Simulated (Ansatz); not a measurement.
K2NaAlH6:
```xyz
10
Lattice="0.0000 4.0360 4.0360 4.0360 0.0000 4.0360 4.0360 4.0360 0.0000" Properties=species:S:1:pos:R:3 pbc="T T T"
K      2.0180     2.0180     2.0180
K      6.0540     6.0540     6.0540
Na     4.0360     4.0360     4.0360
Al     0.0000     0.0000     0.0000
H      4.0360     1.7671     4.0360
H      4.0360     6.3049     4.0360
H      6.3049     4.0360     4.0360
H      1.7671     4.0360     4.0360
H      4.0360     4.0360     1.7671
H      4.0360     4.0360     6.3049
```

Relaxed with HSE06.

**Question.** Give the Bader charges and basin volumes of the independent atoms, plane-wave PAW HSE06 (Ansatz code).

**Answer.** 

```
atom  Bader charge (e)  Bader volume (Å³)
----  ----------------  -----------------
K1               +0.80               20.0
Na3              +0.82                9.6
Al4              +2.32                4.8
H5               -0.79               12.9
```

Space group Fm-3m. The first step of the workflow began from a Materials Project structure, measured or hypothetical; the Crystallography Open Database copy checked does not list it. Whether it is the stable phase at ambient conditions was not checked. The HSE06 relaxation kept the symmetry of its start; its stability against distortions is not shown here.

Potentials: the later of the program's two PAW sets.
